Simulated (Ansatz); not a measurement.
Theory: Ansatz, DFT PBE, scalar-relativistic, plane waves, PAW. Settings: cutoff 420 eV, Γ-centred meshes spaced at most about 0.3 Å⁻¹, and about 0.25 Å⁻¹ or finer for metals (2π included), Gaussian smearing. Collinear spin in cells that started with moments and kept them past the coarse steps, no spin elsewhere.

Temperature and zero-point effects are left out.

Compare these two cells of TaBr₄F, each relaxed at this level.

1. (site moments Ta 0.9 μB)

```xyz
6
Lattice="4.7984 0.0000 0.0000 0.0000 4.7984 0.0000 0.0000 0.0000 7.7838" Properties=species:S:1:pos:R:3 pbc="T T T"
Ta    0.0000    0.0000    0.0000
Br    0.0000    0.0000    5.4207
Br    2.3992    2.3992    1.3618
Br    2.3992    2.3992    6.4220
Br    0.0000    0.0000    2.3631
F     2.3992    2.3992    3.8919
```

2. (site moments Ta 2.2 μB)

```xyz
6
Lattice="0.0000 4.1706 4.1706 4.1706 0.0000 4.1706 4.1706 4.1706 0.0000" Properties=species:S:1:pos:R:3 pbc="T T T"
Ta    6.2559    6.2559    6.2559
Br    3.1313    3.1313    3.1313
Br    3.1313    5.2098    5.2098
Br    5.2098    5.2098    3.1313
Br    5.2098    3.1313    5.2098
F     0.0000    0.0000    0.0000
```

Problem. Which is lower in energy, and by how much?

Solution. Cell 1 is lower, by 0.85 eV/atom. Cell 1 has space group P4/mmm (No. 123), 29.9 Å³/atom and no gap on its mesh; cell 2 has space group F-43m (No. 216), 24.2 Å³/atom and no gap. Counting Br or F atoms around Ta (for each partner element, those within 1.25 times its shortest distance or 1.15 times the sum of covalent radii, where it is the nearest in units of that sum or under 1.3; the shortest distance is added where it exceeds 1.18 times the sum of covalent radii), cell 1 has Ta 2 and cell 2 has Ta 12 from 3.5 Å. The lower one is the more open, so pressure narrows the difference. Even the lower one lies +0.08 eV/atom against the reference forms of the elements (uncorrected), a margin that errors in the energy of the gaseous reference can exceed. In cell 1, Ta has 2 Br at 2.36 Å; Br on its first site has 1 Ta at 2.36 Å; F is surrounded by 2 Br at 2.53 Å (long against covalent radii, as for large ions); 1 more site not described. In cell 2, around Ta lie 12 Br at 3.46 Å and 4 F at 3.61 Å; Br has 6 Br at 2.94–2.96 Å, 3 Ta at 3.46 Å and 3 F at 3.46 Å; F is surrounded by 12 Br at 3.46 Å and 4 Ta at 3.61 Å (long against covalent radii, as for large ions). Both come from invented guesses. A third cell relaxed alike, in F-43m, lies 0.81 eV/atom below the lower of the two.

Spin–orbit coupling, which can matter for Ta, is left out. Another magnetic order may lie lower. Cells relaxed within their symmetry can be saddle points.
